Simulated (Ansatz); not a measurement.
A geometry of Mg$_{3}$Sb$_{2}$ away from equilibrium: step 2 of the relaxation of a generated trial cell of Mg3Sb2 in the A-La2O3 structure type. All values below come from r2SCAN (plane waves to 500 eV, PAW, scalar-relativistic; Ansatz, a program for electronic structure). Γ-centred k-mesh 8×8×5 on the run's cell (coarser than for final values), Fermi–Dirac smearing 0.05 eV.

```xyz
5
Lattice="4.6010 0.0000 0.0000 -2.3005 3.9846 0.0000 0.0000 0.0000 7.1808" Properties=species:S:1:pos:R:3:forces:R:3 pbc="T T T" free_energy=-18779.907 pressure_GPa=-0.6
Sb     0.0000     2.6564     1.5758    0.0000    0.0000    0.4553
Sb     2.3005     1.3282     5.6050    0.0000    0.0000   -0.4553
Mg     0.0000     0.0000     0.0000    0.0000    0.0000    0.0000
Mg     0.0000     2.6564     4.5944    0.0000    0.0000   -0.1726
Mg     2.3005     1.3282     2.5864    0.0000    0.0000    0.1726
```

Positions in Å, forces in eV/Å, free energy of the cell in eV (comparable only within this code, potentials and settings). Largest force: 0.46 eV/Å, on Sb1, Sb2 (atoms numbered as listed); the geometry lies 0.01 eV/atom above the end of its relaxation.

No spin polarisation in the result.

The run could not lose the symmetry of its start; a randomly shaken copy of 5 atoms returns to this structure.
